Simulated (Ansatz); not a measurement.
The calculation used Ansatz, DFT PBE, scalar-relativistic, plane waves, PAW. Settings: cutoff 420 eV, Γ-centred meshes spaced at most about 0.3 Å⁻¹, and about 0.25 Å⁻¹ or finer for metals (2π included), Gaussian smearing. No spin polarisation in the final relaxations.

These are static total energies at zero pressure.

Compare these two cells of Sn₃P₄, each relaxed at this level.

A.

```xyz
7
Lattice="6.3935 0.0000 0.0000 0.0000 6.3935 0.0000 0.0000 0.0000 3.8611" Properties=species:S:1:pos:R:3 pbc="T T T"
Sn    3.1968    3.1968    0.0000
Sn    0.0000    3.1968    0.0000
Sn    3.1968    0.0000    0.0000
P     1.1368    1.1368    1.9306
P     5.2567    5.2567    1.9306
P     5.2567    1.1368    1.9306
P     1.1368    5.2567    1.9306
```

B.

```xyz
7
Lattice="3.4953 2.0180 4.2077 -3.4953 2.0180 4.2077 0.0000 -4.0361 4.2077" Properties=species:S:1:pos:R:3 pbc="T T T"
Sn    0.0000    0.0000    8.9049
Sn    0.0000    0.0000    3.7181
Sn    0.0000    0.0000    0.0000
P     0.0000   -2.0180    2.1038
P     1.7477    1.0090    2.1038
P    -1.7477    1.0090    2.1038
P     0.0000    0.0000    6.3115
```

**Question.** Which form is favoured at zero pressure, and by what margin per atom?

**Answer.** A is lower, by 0.35 eV/atom. A has space group P4/mmm (No. 123), 22.5 Å³/atom and no gap on its mesh; B has space group R-3m (No. 166), 25.4 Å³/atom and no gap. Counting P atoms around Sn (those within 1.25 times the shortest such distance or 1.15 times the sum of covalent radii, 1.27 where that leaves under three; the shortest distance is added where it exceeds 1.18 times the sum of covalent radii; a slash parts the counts of unlike sites), A has Sn 8 from 3.0 Å/8 from 3.5 Å and B has Sn 4/6 from 2.9 Å. A holds P–P units of three or more atoms (shortest 2.27 Å); in B the shortest P–P distance is 3.50 Å. The denser one is the lower, and pressure would at first widen the difference. Even the lower one lies +0.25 eV/atom against the reference forms of the elements (uncorrected), so neither is stable at this level. Both come from invented guesses.

Cells relaxed within their symmetry can be saddle points.
